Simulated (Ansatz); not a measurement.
KMgH3N2: what a change does to the field gradients

Base: an entry of the Crystallography Open Database (COD), ions relaxed with r2SCAN at fixed cell.

```
K Mg H N
1.0
     9.34970    0.00000    0.00000
     0.00000    3.66310    0.00000
     0.00000    0.00000    9.89010
K Mg H N
4 4 12 8
Direct
  0.23532 0.75000 0.17061
  0.26468 0.25000 0.67061
  0.73532 0.75000 0.32939
  0.76468 0.25000 0.82939
  0.03852 0.25000 0.39713
  0.46148 0.75000 0.89713
  0.53852 0.25000 0.10287
  0.96148 0.75000 0.60287
  0.23440 0.75000 0.45976
  0.26560 0.25000 0.95976
  0.73440 0.75000 0.04024
  0.76560 0.25000 0.54024
  0.45376 0.03379 0.36130
  0.04624 0.96621 0.86130
  0.95376 0.46621 0.13870
  0.54624 0.53379 0.63870
  0.54624 0.96621 0.63870
  0.95376 0.03379 0.13870
  0.04624 0.53379 0.86130
  0.45376 0.46621 0.36130
  0.12518 0.75000 0.45814
  0.37482 0.25000 0.95814
  0.62518 0.75000 0.04186
  0.87482 0.25000 0.54186
  0.49118 0.25000 0.30721
  0.00882 0.75000 0.80721
  0.99118 0.25000 0.19279
  0.50882 0.75000 0.69279
```

Atom numbers follow the list; atoms alike are taken as one site, whose name carries the number of the first.

All values are calculated (Ansatz; DFT, r2SCAN, plane waves and PAW, scalar-relativistic, 500 eV cutoff, Γ-centred 3×8×3 k-points, Fermi–Dirac smearing 0.02 eV), not measured.

Question: Variant: atom 24 (N) moved by 0.10 Å along (0.000, 0.100, 0.000) Å. What happens to the gradients (10²¹ V/m²)?

Answer: 

```json
{"site": "K1", "atoms": "1, 2", "V_zz base": "-1.93", "η base": "0.97", "V_zz variant": "-1.93", "η variant": "0.97"}
{"site": "K3", "atoms": "3", "V_zz base": "-1.93", "η base": "0.97", "V_zz variant": "-2.01", "η variant": "0.89"}
{"site": "K4", "atoms": "4", "V_zz base": "-1.93", "η base": "0.97", "V_zz variant": "-1.92", "η variant": "0.97"}
{"site": "Mg5", "atoms": "5", "V_zz base": "1.28", "η base": "0.51", "V_zz variant": "1.30", "η variant": "0.50"}
{"site": "Mg6", "atoms": "6, 7", "V_zz base": "1.28", "η base": "0.51", "V_zz variant": "1.28", "η variant": "0.51"}
{"site": "Mg8", "atoms": "8", "V_zz base": "1.28", "η base": "0.51", "V_zz variant": "1.55", "η variant": "0.85"}
{"site": "H9", "atoms": "9, 10, 11", "V_zz base": "3.98", "η base": "0.01", "V_zz variant": "3.98", "η variant": "0.01"}
{"site": "H12", "atoms": "12", "V_zz base": "3.98", "η base": "0.01", "V_zz variant": "3.86", "η variant": "0.01"}
{"site": "H13", "atoms": "13, 14, 15, 16, 17, …", "V_zz base": "3.91", "η base": "0.12", "V_zz variant": "3.91", "η variant": "0.12"}
{"site": "N21", "atoms": "21, 22, 23", "V_zz base": "6.03", "η base": "0.01", "V_zz variant": "6.04", "η variant": "0.01"}
{"site": "N24", "atoms": "24", "V_zz base": "6.03", "η base": "0.01", "V_zz variant": "6.09", "η variant": "0.06"}
{"site": "N25", "atoms": "25, 26", "V_zz base": "-7.42", "η base": "0.79", "V_zz variant": "-7.42", "η variant": "0.79"}
{"site": "N27", "atoms": "27, 28", "V_zz base": "-7.42", "η base": "0.79", "V_zz variant": "-7.41", "η variant": "0.79"}
```

The largest change of V_zz is on Mg8, from 1.28 to 1.55. In per cent, |V_zz| changes by 0 to +4 on K, 0 to +21 on Mg, -3 to 0 on H, 0 to +1 on N (all sites that start above 0.5). Where |V_zz| stays above 0.1, η moves most on Mg8, from 0.51 to 0.85. The number of symmetry-distinct sites goes from 6 to 28.

For the variant: The atoms aren't relaxed after the move (largest force 0.9 eV/Å).
